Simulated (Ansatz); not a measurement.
# What moves the field gradients of CuAu?

Cell of run 1: a COD entry, whose atoms a relaxation with PBE at fixed cell left in place.

```
CELL_PARAMETERS angstrom
2.80000 0.00000 0.00000
0.00000 2.80000 0.00000
0.00000 0.00000 3.67000
ATOMIC_POSITIONS crystal
Cu 0.50000 0.50000 0.50000
Au 0.00000 0.00000 0.00000
```

Sites (sets of like atoms) are named by element and the number of their first atom in this list.

All runs are DFT with Ansatz 0.2.0 (plane waves and PAW, scalar-relativistic unless spin–orbit coupling is named, Γ-centred meshes, Fermi–Dirac smearing where given) in this cell.

Run 1: PBE, atoms relaxed; 420 eV, 12×12×9 k-points, smearing 0.05 eV.
Run 2: r2SCAN, at the relaxed atoms; 500 eV, 12×12×9 k-points, smearing 0.05 eV.
Run 3: PBE with spin–orbit coupling, at the relaxed atoms; 420 eV, 12×12×9 k-points, smearing 0.05 eV.

**Question.** What does each run give, and what moves the gradients most?

**Answer.** 

```tsv
run	Cu V_zz (η)	Au V_zz (η)
1	-0.89 (0.00)	6.61 (0.00)
2	-0.94 (0.00)	7.99 (0.00)
3	-0.92 (0.00)	6.19 (0.00)
```

V_zz in 10²¹ V/m². Against run 1, the gradient tensors on these sites move by at most 1.39 in run 2 (Au), 0.42 in run 3 (Au). Taken one at a time, the functional (r2SCAN with its higher cutoff) moves the tensors on these sites by up to 1.39 (largest principal value of the change, on Au), spin–orbit coupling by 0.42 (Au).

With these PAW files V_zz is typically within 2 to 3 % of all-electron values, but misses above 10 % occur on Au. In runs 1, 2, 3 there is no gap above 0.1 eV, so the gradients can move by 10 % or more with the k-mesh. The cell isn't the equilibrium one in runs 1, 3 (calculated pressure 7, 6 GPa), and the entry's cell may itself be off.
